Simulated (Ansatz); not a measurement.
Theory: Ansatz, DFT PBE, scalar-relativistic, plane waves, PAW. Settings: cutoff 420 eV, Γ-centred meshes spaced at most about 0.3 Å⁻¹, and about 0.25 Å⁻¹ or finer for metals (2π included), Gaussian smearing. No spin polarisation in the final relaxations.

These are static total energies at zero pressure. All come from trial cells, and lower structures may exist.

Problem. These unrelaxed guesses for Mg2Ge2N are each relaxed within their symmetry. Order them by the energy at which they end, lowest first.
A.

```
Mg Ge N
1.0
     3.97507    0.00000    0.00000
    -1.98753    3.44251    0.00000
     0.00000    0.00000    6.77682
Mg Ge N
2 2 1
Direct
  0.33333 0.66667 0.00000
  0.00000 0.00000 0.50000
  0.00000 0.00000 0.13265
  0.00000 0.00000 0.86735
  0.33333 0.66667 0.50000
```

B.

```
Mg Ge N
1.0
     3.82279    0.00000    0.00000
     0.00000    3.82279    0.00000
     0.00000    0.00000    6.33735
Mg Ge N
2 2 1
Cartesian
  1.9114 0.0000 4.6801
  0.0000 1.9114 4.6801
  0.0000 0.0000 1.6695
  0.0000 0.0000 5.3558
  1.9114 1.9114 1.2274
```

C.

```
Mg Ge N
1.0
    -2.04346    2.04346    5.05808
     2.04346   -2.04346    5.05808
     2.04346    2.04346   -5.05808
Mg Ge N
2 2 1
Cartesian
  0.0000 0.0000 3.8846
  0.0000 0.0000 6.2315
  0.0000 2.0435 2.5290
  2.0435 0.0000 2.5290
  0.0000 0.0000 0.0000
```

D.

```
Mg Ge N
1.0
     3.15635    0.00000    0.00000
    -1.57818    2.73348    0.00000
     0.00000    0.00000    8.47359
Mg Ge N
2 2 1
Direct
  0.66667 0.33333 0.86583
  0.33333 0.66667 0.13417
  0.33333 0.66667 0.68412
  0.66667 0.33333 0.31588
  0.00000 0.00000 0.00000
```

Solution. D (ends in P-3m1, 0 meV/atom), B (ends in P4/mmm, 0.57 eV/atom), A (ends in P-6m2, 0.68 eV/atom), C (ends in I4/mmm, 0.81 eV/atom).

A magnetic state wasn't ruled out in cells without spin, among them P-6m2. Cells relaxed within their symmetry can be saddle points. Some types were kept out of the candidates beforehand, so the set may lack a known form.
